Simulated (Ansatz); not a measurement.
Data:

VSi$_{2}$:
```cif
data_Si6V3
_chemical_formula_sum 'V3 Si6'
_space_group_name_H-M_alt 'P6222'
_space_group_IT_number 180
_space_group_name_Hall 'P 62 2 (0 0 4)'
_cell_length_a 4.52222
_cell_length_b 4.52222
_cell_length_c 6.32164
_cell_angle_alpha 90.000
_cell_angle_beta 90.000
_cell_angle_gamma 120.000
loop_
_atom_site_label
_atom_site_type_symbol
_atom_site_symmetry_multiplicity
_atom_site_Wyckoff_symbol
_atom_site_fract_x
_atom_site_fract_y
_atom_site_fract_z
_atom_site_occupancy
V1 V 3 d 0.50000 0.00000 0.50000 1
Si1 Si 6 j 0.32623 0.16312 0.16667 1
```

This is the PBEsol-relaxed structure.

Q: All from plane-wave PAW PBEsol (Ansatz code), unless another level is named. Estimate the electronic character.

A: metallic (no gap).

Q: Give the density of states at the Fermi level.

A: 0.77 states/eV per atom (mean over ±0.08 eV).

Q: Predict the formation energy from the elements (no fitted shifts).

A: -592 meV/atom.

Space group P6_222. The PBEsol relaxation kept the symmetry of its start; of distortions, only those at the zone centre were tested. No spin polarisation was allowed. The references are the lowest solids computed at this level, not always the standard phases.

Potentials: the later of the program's two PAW sets.
